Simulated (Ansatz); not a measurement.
**What DFT gives for Ca2As**

```
CELL_PARAMETERS angstrom
0.00000 4.65636 0.00000
4.65636 0.00000 0.00000
2.32818 2.32818 -7.82430
ATOMIC_POSITIONS crystal
Ca 0.50000 0.00000 0.00000
Ca 0.00000 0.50000 0.00000
Ca 0.32800 0.32800 0.34400
Ca 0.67200 0.67200 0.65600
As 0.13500 0.13500 0.73000
As 0.86500 0.86500 0.27000
```

Level: r2SCAN, no spin polarisation; 500 eV; 8×8×8 Γ-centred mesh; fermi-dirac occupations (width 0.1 eV); Ansatz 0.2.0, fixed geometry.

Problem. Is the cell too large or too small?

Solution. The pressure is -1.3 GPa (compression positive), so with the atoms held at these fractions the cell would first shrink. The principal stresses -1.9, -1.9, 0.1 GPa differ, so its shape would change too.

Problem. Which atom feels the largest force, and which way?

Solution. The largest is on Ca3 (and as large on other atoms): 0.62 eV/Å, components (0.00, 0.00, -0.62). It makes 0° with the line to a nearest neighbour, As5 at 3.02 Å, pointing towards it.

Problem. Give the Bader charges.

Solution. Bader charges in e: Ca +1.21 to +1.38, As -2.16. In the mean Ca gives up most and As takes most. There is one density maximum away from the nuclei.

Problem. Describe some of the short contacts.

Solution. Ca–As at 3.02 Å: least valence density 0.16 e/Å³ and ELF 0.17 there. Ca–Ca at 3.29 Å: least valence density 0.06 e/Å³ and ELF 0.04 there. These are pseudo-fields; inside the PAW spheres they differ from the all-electron ones.

Problem. Metal or insulator?

Solution. Counting bands on this mesh leaves a gap of 0.19 eV, but it is narrow, so a finer mesh and a narrower smearing would have to settle it.

Problem. Is it stable against the elements?

Solution. -1.10 eV an atom against the elements' usual phases (free molecules for gases, crystals otherwise, with no correction for O₂ or N₂), so it is bound against them; other compounds may still compete. Relaxing would lower it.

Origin: a database entry at a rescaled volume. Caveats: the gap is not wide against the smearing.
